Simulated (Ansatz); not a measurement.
An Ansatz input:

```yaml
crystal:
  lattice:
    - [0.0, 3.1902803168, 3.1902803168]
    - [3.1902803168, 0.0, 3.1902803168]
    - [3.1902803168, 3.1902803168, 0.0]
  atoms:
    - { symbol: In, position: [0.125, 0.125, 0.125] }
    - { symbol: In, position: [0.875, 0.875, 0.875] }
hamiltonian:
  xc: pbesol
  pseudopotentials:
    kind: paw
    azcp:
      In: "pseudopotentials/In.paw.azcp"
basis:
  ecutwfc: 420
  fft_grid_basis: typed
kpoints:
  mp_grid: { grid: [9, 9, 9], shift: [0, 0, 0] }
magnetization:
  spin_polarized: false
scf:
  occupations: { method: fermi_dirac, width: 0.1 }
  lower_state_search: "off"
output:
  stress: true
```

Terminal output

```
Warning: the record states the generating functional pbe (its physics header spells it `PBE`), which answers neither for hamiltonian.xc's functional nor for the pbesol family's — results may be inconsistent (PPs are generated against a specific XC)
Engine: ansatz 0.2.0, aarch64-unknown-linux-gnu
Pseudopotentials: kind: paw
Pseudopotential: In, paw, valence charge 13, recommended cutoff 420 eV (normal) 
Functional definition: PBEsol
  exchange = pbesol_x
  correlation = pbesol_c
Crystal: 2 atoms, lattice volume = 64.941 Å³
Basis set: ecut = 420 eV, 1243 PW (Γ)
Bands: 17, of which v1, the nominal top of the filled ones, is band 13 counted from 1 (12 counted from 0)
Symmetry: 48 space group operations
Space group: Fd-3m (ITA 227), of the structure as read, at distance tolerance 4.0e-5 Å
k-points: 35 of 729
Non-local potential: In, projectors of the file, l = 0: 2, l = 1: 2, l = 2: 2, l = 3: 2
PAW form: soft (Blöchl's): semilocal exchange-correlation on the pseudo side does not see the compensation charge
PAW frozen core: In, regenerated for the run's functional, and the local potential with it (the file was generated under x = pbe(κ = 0.804, μ = 0.2195149727645171), c = pbe(β = 0.06672455060314922))
PAW one-centre angular grid: In, 590 points (default); XC on 64 Gauss nodes
Initial density: superposition of atomic densities (neutral atoms: chi_scale 0, normalization atom), corrected by the library's trained network
Initial wavefunctions: pseudopotential atomic-orbital guess
Functional: x = pbesol(κ = 0.804, μ = 0.12345679012345678), c = pbesol(β = 0.046)
SCF iter   1: F=—  HF=-11049.990425 eV  |F-HF|=—  |Δ(HF+E_count)|=         —  Δρ=2.56e-3  dr2=3.74e-3  ethr=1.77e-3  ⟨swp⟩=5.8  Hψ=3174  notcnv=0
SCF iter   2: F=—  HF=-11049.988422 eV  |F-HF|=—  |Δ(HF+E_count)|=   2.00e-3  Δρ=1.66e-3  dr2=1.25e-3  ethr=1.44e-5  ⟨swp⟩=2.0  Hψ=1326  notcnv=0
SCF iter   3: F=—  HF=-11049.987887 eV  |F-HF|=—  |Δ(HF+E_count)|=   5.36e-4  Δρ=3.75e-4  dr2=1.13e-4  ethr=4.80e-6  ⟨swp⟩=2.0  Hψ=1037  notcnv=0
SCF iter   4: F=—  HF=-11049.987865 eV  |F-HF|=—  |Δ(HF+E_count)|=   2.20e-5  Δρ=8.04e-5  dr2=3.79e-6  ethr=4.34e-7  ⟨swp⟩=2.0  Hψ=1046  notcnv=0
SCF iter   5: F=—  HF=-11049.987865 eV  |F-HF|=—  |Δ(HF+E_count)|=   1.85e-7  Δρ=2.32e-5  dr2=2.37e-7  ethr=1.46e-8  ⟨swp⟩=2.1  Hψ=1062  notcnv=0
SCF iter   6: F=-11049.987865 eV  HF=-11049.987865 eV  |F-HF|=1.31e-10  |Δ(HF+E_count)|=   9.10e-8  Δρ=1.14e-6  dr2=6.46e-10  ethr=3.85e-10  ⟨swp⟩=4.0  Hψ=2099  notcnv=0
SCF 1 converged in 6 iterations: F = -11049.987865 eV  dr2 = 6.46e-10
SCF converged after 6 iterations
Free energy (F): -11049.987865 eV
Harris-Foulkes:  -11049.987865 eV  (|F-HF|=1.31e-10)
Internal energy: -11049.940131 eV  (E = F + TS)
E sigma→0 (E₀):  -11049.963998 eV
Entropy (-TS):   -0.047734 eV (-23.867 meV/atom)
Fermi energy:    6.906122 eV
--- Per-component energies (eV) ---
  E_band       = -129.039315
  E_kinetic    = 485.621774
  E_local      = -2698.911023  (includes V_loc(G=0)·N_el)
  E_nonlocal   = 734.190498
  E_hartree    = 1074.814706
  E_xc         = -428.064648
  E_vxc        = -200.925339  (∫ρ·V_xc dr)
  E_paw        = -8163.543364  (= ΣΔE_a)
  E_vpaw       = -598.644672  (= ΣTr[D̂ρ^β])
  E_aug_tail   = 0.000049  (compensation charges beyond the density's cutoff)
  E_ewald      = -2054.519928
  E_core_change = 0.471805  (= ΣΔE_core)
  E_smearing   = -0.047734  (= −TS)
  E_closure    = 0.000000  (closes the sum)
  Σ components = -11049.987865   (vs F -11049.987865, Δ=0.00e0)
--- Stress (GPa, compression-positive) ---
        2.990419       0.000000      -0.000000
       -0.000000       2.990419       0.000000
        0.000000       0.000000       2.990419
  P = ⅓ Tr σ = 2.9904 GPa (29.904 kbar)
```
